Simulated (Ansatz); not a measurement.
Space group Imma (No. 74). a = 6.022 Å, b = 8.514 Å, c = 6.111 Å, α = 90.00°, β = 90.00°, γ = 90.00°
```json
{"atom": "Ba", "site": "4e", "symmetry": "mm2", "x": "0.5000", "y": "0.7500", "z": "0.4930"}
{"atom": "Pb", "site": "4b", "symmetry": "2/m..", "x": "0.0000", "y": "0.0000", "z": "0.5000"}
{"atom": "O", "site": "8g", "symmetry": ".2.", "x": "0.2500", "y": "0.9573", "z": "0.2500"}
{"atom": "O", "site": "4e", "symmetry": "mm2", "x": "0.0000", "y": "0.2500", "z": "0.4260"}
```

Equation of state of this BaPbO3 structure (not necessarily the ground state), with shape and atoms relaxed at each volume where symmetry leaves them free. Method: DFT PBEsol, scalar-relativistic, plane waves, PAW in Ansatz.

Cutoff 420 eV; k points 8×8×8 on the computed 10-atom cell (Γ-centred); Gaussian smearing, width 0.01 eV; no spin polarisation.

```json
{"V (Å³/atom)": "14.725", "E − E(largest V) (meV/atom)": "4.92", "P (GPa)": "8.16", "gap on mesh (eV)": "0.33"}
{"V (Å³/atom)": "15.195", "E − E(largest V) (meV/atom)": "-12.29", "P (GPa)": "3.72", "gap on mesh (eV)": "0.30"}
{"V (Å³/atom)": "15.665", "E − E(largest V) (meV/atom)": "-17.61", "P (GPa)": "0.01", "gap on mesh (eV)": "0.27"}
{"V (Å³/atom)": "16.135", "E − E(largest V) (meV/atom)": "-12.95", "P (GPa)": "-3.09", "gap on mesh (eV)": "0.22"}
{"V (Å³/atom)": "16.605", "E − E(largest V) (meV/atom)": "0.00", "P (GPa)": "-5.67", "gap on mesh (eV)": "0.18"}
```

Problem. Fit a third-order Birch–Murnaghan equation to E(V).

Solution. V0 = 15.67 Å³/atom, B0 = 113 GPa, B0' = 5.0.

Spin-orbit coupling is left out, which matters for the bands of heavy elements.

The gaps are read on the mesh, which can miss the band edges, so they can be too wide.